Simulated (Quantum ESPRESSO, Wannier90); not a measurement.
## Wannierisation of Mo (bcc (W type))

Cell from Materials Project (mp-129), symmetrised, no further relaxation. This is the element's usual structure. Method: PBEsol plane waves in Quantum ESPRESSO 7.5 (PseudoDojo norm-conserving files, 64 Ry, no spin polarisation, no spin-orbit coupling), Bloch states on a 12×12×12 mesh through Γ, Wannier90 4.0.1. Density: 18×18×18 mesh, cold smearing 0.01 Ry.

On the energy scale of pw.x, whose zero is arbitrary, the Fermi level lies at 20.84 eV.

Input w.win:

```
num_bands = 3
num_wann = 3
exclude_bands = 1,5-21
num_iter = 800
conv_tol = 1.0e-6
conv_window = 4
write_hr = true
write_u_matrices = true
auto_projections = true
begin unit_cell_cart
ang
   -1.5838100000    1.5838100000    1.5838100000
    1.5838100000   -1.5838100000    1.5838100000
    1.5838100000    1.5838100000   -1.5838100000
end unit_cell_cart
begin atoms_frac
Mo   0.0000000000  0.0000000000  0.0000000000
end atoms_frac
mp_grid = 12 12 12
begin kpoints
0.0000000000 0.0000000000 0.0000000000
0.0000000000 0.0000000000 0.0833333333
0.0000000000 0.0000000000 0.1666666667
... (1725 more lines: the 12x12x12 mesh through Gamma)
end kpoints
```

Input of pw2wannier90.x that gives the overlap and projection files (equivalent; here they were cut from one run over all bands):

```
&inputpp
  outdir = './out'
  prefix = 'pwscf'
  seedname = 'w'
  write_amn = .true.
  write_mmn = .true.
  atom_proj = .true.
  atom_proj_exclude = 1 5 6 7 8 9 10
/
```

Output w.wout (banner and timings cut):

```
                                    ------
                                    SYSTEM
                                    ------

                              Lattice Vectors (Ang)
                    a_1    -1.583810   1.583810   1.583810
                    a_2     1.583810  -1.583810   1.583810
                    a_3     1.583810   1.583810  -1.583810

                   Unit Cell Volume:      15.89166  (Ang^3)

                        Reciprocal-Space Vectors (Ang^-1)
                    b_1     0.000000   1.983567   1.983567
                    b_2     1.983567   0.000000   1.983567
                    b_3     1.983567   1.983567   0.000000

 *----------------------------------------------------------------------------*
 |   Site       Fractional Coordinate          Cartesian Coordinate (Ang)     |
 +----------------------------------------------------------------------------+
 | mo   1   0.00000   0.00000   0.00000   |    0.00000   0.00000   0.00000    |
 *----------------------------------------------------------------------------*
                                ------------
                                K-POINT GRID
                                ------------

             Grid size = 12 x 12 x 12      Total points = 1728

 *---------------------------------- MAIN ------------------------------------*
 |  Number of Wannier Functions               :                 3             |
 |  Number of Objective Wannier Functions     :                 3             |
 |  Number of input Bloch states              :                 3             |
 |  Output verbosity (1=low, 5=high)          :                 1             |
 |  Timing Level (1=low, 5=high)              :                 1             |
 |  Optimisation (0=memory, 3=speed)          :                 3             |
 |  Length Unit                               :               Ang             |
 |  Post-processing setup (write *.nnkp)      :                 F             |
 |  Using Gamma-only branch of algorithms     :                 F             |
 *----------------------------------------------------------------------------*
 *------------------------------- WANNIERISE ---------------------------------*
 |  Total number of iterations                :               800             |
 |  Number of CG steps before reset           :                 5             |
 |  Trial step length for line search         :             2.000             |
 |  Convergence tolerence                     :         0.100E-05             |
 |  Convergence window                        :                 4             |
 |  Iterations between writing output         :                 1             |
 |  Iterations between backing up to disk     :               100             |
 |  Write r^2_nm to file                      :                 F             |
 |  Write xyz WF centres to file              :                 F             |
 |  Write on-site energies <0n|H|0n> to file  :                 F             |
 |  Use guiding centre to control phases      :                 F             |
 |  Use phases for initial projections        :                 F             |
 *----------------------------------------------------------------------------*
 *-------------------------------- PLOTTING ----------------------------------*
 |  Plotting Hamiltonian in WF basis          :                 T             |
 *----------------------------------------------------------------------------*

       ... (k-mesh section left out)

 Starting a new Wannier90 calculation ...

 Reading overlaps from w.mmn

 Reading projections from w.amn

 *------------------------------- WANNIERISE ---------------------------------*
 +--------------------------------------------------------------------+<-- CONV
 | Iter  Delta Spread     RMS Gradient      Spread (Ang^2)            |<-- CONV
 +--------------------------------------------------------------------+<-- CONV

 ------------------------------------------------------------------------------
 Initial State
  WF centre and spread    1  (  0.000000,  0.000000,  0.000000 )     0.49942235
  WF centre and spread    2  ( -0.000000, -0.000000,  0.000000 )     0.49942235
  WF centre and spread    3  (  0.000000, -0.000000, -0.000000 )     0.49942235
  Sum of centres and spreads ( -0.000000, -0.000000,  0.000000 )     1.49826705

      0     0.150E+01     0.0000000000        1.4982670516  <-- CONV
        O_D=      0.0000000 O_OD=      0.0008692 O_TOT=      1.4982671 <-- SPRD
 ------------------------------------------------------------------------------
      1    -0.707E-08     0.0000204646        1.4982670446  <-- CONV
        O_D=      0.0000000 O_OD=      0.0008692 O_TOT=      1.4982670 <-- SPRD
      2    -0.311E-13     0.0000018943        1.4982670446  <-- CONV
        O_D=      0.0000000 O_OD=      0.0008692 O_TOT=      1.4982670 <-- SPRD
      3    -0.637E-13     0.0000018929        1.4982670446  <-- CONV
        O_D=      0.0000000 O_OD=      0.0008692 O_TOT=      1.4982670 <-- SPRD
      4    -0.957E-13     0.0000018902        1.4982670446  <-- CONV
        O_D=      0.0000000 O_OD=      0.0008692 O_TOT=      1.4982670 <-- SPRD
             <<<     Delta < 1.000E-06  over  4 iterations     >>>
             <<< Wannierisation convergence criteria satisfied >>>
 Final State
  WF centre and spread    1  (  0.000000,  0.000000,  0.000000 )     0.49942235
  WF centre and spread    2  ( -0.000000, -0.000000,  0.000000 )     0.49942235
  WF centre and spread    3  (  0.000000, -0.000000, -0.000000 )     0.49942235
  Sum of centres and spreads ( -0.000000, -0.000000,  0.000000 )     1.49826704

         Spreads (Ang^2)       Omega I      =     1.497397802
        ================       Omega D      =     0.000000000
                               Omega OD     =     0.000869242
    Final Spread (Ang^2)       Omega Total  =     1.498267045
```
